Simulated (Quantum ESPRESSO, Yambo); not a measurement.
Ba2LuNbO6 (space group Fm-3m, No. 225). The geometry is that of Materials Project entry mp-12644, symmetrised and not relaxed again. Chain: norm-conserving PBEsol (Quantum ESPRESSO, 100 Ry, scalar-relativistic); G0W0 in Yambo (2×2×2 Γ-centred k mesh, bands 3 to 232 and a 7 Ry block in the screening, 232 bands in G with the Bruneval-Gonze terminator, plasmon pole fitted at 27.2 eV); BSE (4×4×4 mesh, 25 valence and 9 conduction bands, static screening with 101 bands and a 3 Ry block, scissor 0.75 eV, Tamm-Dancoff).

- PBEsol gap (dense path): 2.83 eV
- PBEsol gap Γ → Γ on the GW mesh: 2.83 eV
- PBEsol smallest direct gap on the GW mesh, at Γ: 2.83 eV
- G0W0 direct gap at that point: 3.57 eV
- G0W0 correction to the gap Γ → Γ: 0.75 eV
- direct gap on the BSE mesh, with the scissor: 3.57 eV
- first BSE state allowed for light along x: 3.13 eV
- lowest BSE state: 3.05 eV
- binding of the lowest exciton: 0.52 eV

Rough cost of the Yambo steps against G0W0 for 6 states: BSE about 5×.

Nearest settings tried, and what they do to the gap: 3 Ry block (113 vectors against 339): -64 meV. Not varied: bands in G, bands in W, mesh. So the settings aren't converged at that level. The k mesh is coarse. The BSE states are vertical excitations (zero momentum). Convergence of the binding with the mesh was not shown.

Spin-orbit splittings are left out. The 4f states are in the valence at their DFT position.

The structure is a Materials Project entry; no match was found in the copy of COD used, and its stability was not checked.
